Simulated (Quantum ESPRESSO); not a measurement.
# Kohn-Sham bands of SiS$_{2}$ (Ibam)

```yaml
crystal:
  lattice:
    - [0.00000, 0.00000, 5.54871]
    - [5.74938, 0.00000, 0.00000]
    - [-2.87469, 4.91045, -2.77435]
  atoms:
    - { symbol: Si, position: [0.75000, 0.00000, 0.00000] }
    - { symbol: Si, position: [0.25000, 0.00000, 0.00000] }
    - { symbol: S, position: [0.88475, 0.68331, 0.76950] }
    - { symbol: S, position: [0.11525, 0.31669, 0.23050] }
    - { symbol: S, position: [0.61525, 0.91381, 0.23050] }
    - { symbol: S, position: [0.38475, 0.08619, 0.76950] }
```

Cell from Materials Project (mp-1602), symmetrised, no further relaxation. COD (Crystallography Open Database) has the formula in 2 space groups, this one among them (matched by group alone). Computed values, not measurements, from LDA: Quantum ESPRESSO (norm-conserving PseudoDojo potentials, cutoff 44 Ry, no spin polarisation, no spin-orbit coupling) on a Γ-centred 6×6×6 mesh, then Wannier90. Density: 6×6×6 mesh, cold smearing 0.01 Ry. The cell is built of weakly bound layers, chains or molecules, whose nearest atoms lie 3.87 Å apart. Database cells relaxed without dispersion often hold them too far apart, which can enlarge gaps and weakens couplings between them; spacing and stacking were not compared with the measured crystal.

Q: List the Kohn-Sham levels between −8 and 5.7 eV relative to the valence-band maximum at the high-symmetry points, as a band run of pw.x on that density gives them (levels within 2 meV counted together).

A: 
```tsv
point	k (reciprocal lattice)	levels (eV)
Γ	0.000 0.000 0.000	-7.63, -5.89, -4.78, -3.94, -3.81, -2.80, -2.78, -1.91, -1.68, -0.89, -0.81, -0.42, 3.51, 3.67, 3.91, 5.33
X	0.000 0.000 0.500	-7.74, -5.43, -4.41, -3.63, -3.52, -2.34, -2.26, -2.22, -2.00, -1.96, -1.45, -0.19, 2.79, 3.90, 4.13, 4.82, 4.89
F_0	0.000 0.329 0.336	-7.69, -5.39, -4.67, -3.79, -3.60, -2.51, -2.49, -2.30, -1.94, -1.79, -1.02, -0.03, 3.35, 3.91, 4.74, 5.08, 5.22
Σ_0	0.000 0.671 -0.336	-7.69, -5.39, -4.67, -3.79, -3.60, -2.51, -2.49, -2.30, -1.94, -1.79, -1.02, -0.03, 3.35, 3.91, 4.74, 5.08, 5.22
Λ_0	0.660 0.000 -0.330	-6.62, -5.76, -4.46, -4.38, -4.21, -2.90, -2.05, -1.92, -1.59, -0.98, -0.96, -0.76, 2.77, 3.52, 4.24, 4.60, 5.47
G_0	0.340 0.000 0.330	-6.62, -5.76, -4.46, -4.38, -4.21, -2.90, -2.05, -1.92, -1.59, -0.98, -0.96, -0.76, 2.77, 3.52, 4.24, 4.60, 5.47
R	0.500 0.500 -0.500	-6.18 (×2), -4.64 (×2), -3.60 (×2), -2.00 (×2), -0.94 (×2), -0.68 (×2), 3.20 (×2), 4.49 (×2), 5.60 (×2)
W	0.500 0.500 -0.250	-6.16 (×2), -4.68 (×2), -3.63 (×2), -1.88 (×2), -0.89 (×2), -0.82 (×2), 3.28 (×2), 4.35 (×2), 5.51 (×2)
S	0.500 0.000 0.000	-6.11 (×2), -4.56 (×2), -3.71 (×2), -2.00 (×2), -1.20 (×2), -0.74 (×2), 3.27 (×2), 4.77 (×2)
T	0.000 0.500 0.000	-7.65, -5.54, -4.71, -3.95, -3.60, -2.95, -2.43, -2.09, -1.91, -1.37, -1.07, -0.03, 3.85, 4.51, 4.61, 4.76, 5.19
```
